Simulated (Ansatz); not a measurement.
Relaxed-ion elastic tensor of Lu (hcp (Mg type), P6_3/mmc) in GPa (Voigt order), plane-wave PAW r²SCAN+D4 (Ansatz code); density 10.08 g/cm³, 28.81 Å³ per atom.

```
      1     2     3     4     5     6
-  ----  ----  ----  ----  ----  ----
1  92.8  33.2  20.7   0.0   0.0   0.0
2  33.2  92.8  20.7   0.0   0.0   0.0
3  20.7  20.7  90.9   0.0   0.0   0.0
4   0.0   0.0   0.0  29.4   0.0   0.0
5   0.0   0.0   0.0   0.0  29.4   0.0
6   0.0   0.0   0.0   0.0   0.0  29.8
```

Task: Is the crystal mechanically stable?

Result: Yes: the smallest eigenvalue of C is 29.4 GPa.

Task: Work out the Voigt, Reuss and Hill averages.

Result: K_V = 47.3, K_R = 47.1, K_H = 47.2; G_V = 31.2, G_R = 30.9, G_H = 31.0 GPa.

Task: Give Young's modulus, Poisson's ratio, Pugh's ratio and the universal anisotropy index.

Result: E = 9KG/(3K + G) = 76.4 GPa; ν = 0.23; K/G = 1.52 (brittle by the Pugh limit of 1.75); A_U = 5G_V/G_R + K_V/K_R − 6 = 0.05.

Task: Estimate the sound speeds and the Debye temperature.

Result: v_l = √((K + 4G/3)/ρ) = 2960 m/s, v_t = √(G/ρ) = 1750 m/s, mean 1940 m/s; Θ = (h/k)(3n/4πV)^(1/3) v_m = 189 K.

Task: Solve the Christoffel equation for the three sound speeds along x, y, z.

Result: Eigenvalues of C_ijkl n_j n_l equal ρv². In km/s, slowest first: x 1.71, 1.72, 3.03; y 1.71, 1.72, 3.03; z 1.71, 1.71, 3.00.

Task: How much does each axis shrink under pressure?

Result: Linear compressibilities β_i = Σ_j S_ij (j = 1 to 3): x 6.6, y 6.6, z 8.0 per TPa.

Symmetry was held in the r²SCAN+D4 relaxation. The pairwise dispersion correction was not fitted to metals. As this level gives no gap, shear constants depend on the k-mesh and smearing (Fermi–Dirac, 0.1 eV here). On the denser mesh and wider smearing of the elastic run this cell carries a stress of 0.3 GPa. Scalar-relativistic: spin–orbit coupling is off unless named, which matters more the heavier the elements.

Potentials: the later of the program's two PAW sets.
